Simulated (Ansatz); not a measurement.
## BiIr: from a first guess to the relaxed wurtzite type

First guess:

```
CELL_PARAMETERS angstrom
4.55586 0.00000 0.00000
-2.27793 3.94549 0.00000
0.00000 0.00000 7.42605
ATOMIC_POSITIONS crystal
Ir 0.33333 0.66667 0.00000
Ir 0.66667 0.33333 0.50000
Bi 0.33333 0.66667 0.37600
Bi 0.66667 0.33333 0.87600
```

Method: Ansatz 0.2.0, DFT, PBE, PAW with Ansatz's default frozen-core files, scalar-relativistic.

Cell and atoms relax within the symmetry of the start on a 9×9×5 k mesh with 0.05 eV Fermi–Dirac smearing.

The start is built from a prototype, known or not as a phase of this compound; the cutoff is 420 eV.

Spin–orbit coupling is left out, though it moves levels of the heavy atoms by tenths of an eV or more.

Q: What is the pressure of the first guess?

A: -8.20 GPa.

Q: What does it relax to?

A: a = 4.183 Å, b = 4.183 Å, c = 7.555 Å, α = 90.00°, β = 90.00°, γ = 120.00° (conventional cell), 28.62 Å³ per atom:
```
CELL_PARAMETERS angstrom
4.18272 0.00000 0.00000
-2.09136 3.62234 0.00000
0.00000 0.00000 7.55481
ATOMIC_POSITIONS crystal
Ir 0.33333 0.66667 0.01014
Ir 0.66667 0.33333 0.51014
Bi 0.33333 0.66667 0.36586
Bi 0.66667 0.33333 0.86586
```

Q: How much energy does the relaxation release?

A: 143 meV/atom.
